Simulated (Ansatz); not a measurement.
PbI2 (CdI2 type)

```yaml
crystal:
  lattice:
    - [4.43893, 0.00000, 0.00000]
    - [-2.21946, 3.84423, 0.00000]
    - [0.00000, 0.00000, 6.74097]
  atoms:
    - { symbol: Pb, position: [0.00000, 0.00000, 0.00000] }
    - { symbol: I, position: [0.33333, 0.66667, 0.28027] }
    - { symbol: I, position: [0.66667, 0.33333, 0.71973] }
```

The slice is a (-1 1 0 2) plane (indices of the conventional cell) through the point (0.000, 0.000, 0.000) (fractional), spanned by u = [110] and v = [1 -1 1] in vectors of this cell: u (4.44 Å) and v (10.23 Å, at 90° to u). It covers one period; positions are fractions (u, v).

Level of theory: PBEsol-D3(BJ) (plane waves to 420 eV, PAW, scalar-relativistic; Ansatz, a program for electronic structure). k mesh 9×9×5. Near the nuclei the fields are pseudised (PAW); where an atom keeps semicore shells as valence, they peak there. PbI2 was relaxed with its symmetry unable to fall. Spin-orbit coupling is left out, though I and Pb are heavy.

Task: Predict the map of the valence electron density on the slice.

Result: 
```
|88886644222222446688|
|66664433221122334466|
|44443322111111223344|
|44443322111111223344|
|55554433221122334455|
|77665544221122445566|
|99886644221122446688|
|99886644221122446688|
|77665544221122445566|
|55554433110011334455|
|33332211000000112233|
|22222211000000112222|
|33332211000000112233|
|55554433110011334455|
|77665544221122445566|
|99886644221122446688|
|99886644221122446688|
|77665544221122445566|
|55554433221122334455|
|44443322111111223344|
|44443322111111223344|
|66664433221122334466|
|88886644222222446688|
|99886644222222446688|
```
Scale: ten equal steps from -2.19 (start of '0') to 1.12 (end of '9'), in the order '0123456789'. Values: log₁₀ of the valence density in e/Å³. The map has 10 points along u (two characters each, u = 0 at the left) and 24 along v (v = 0 in the bottom row). The scale is logarithmic, as a density can span decades between atoms and voids.
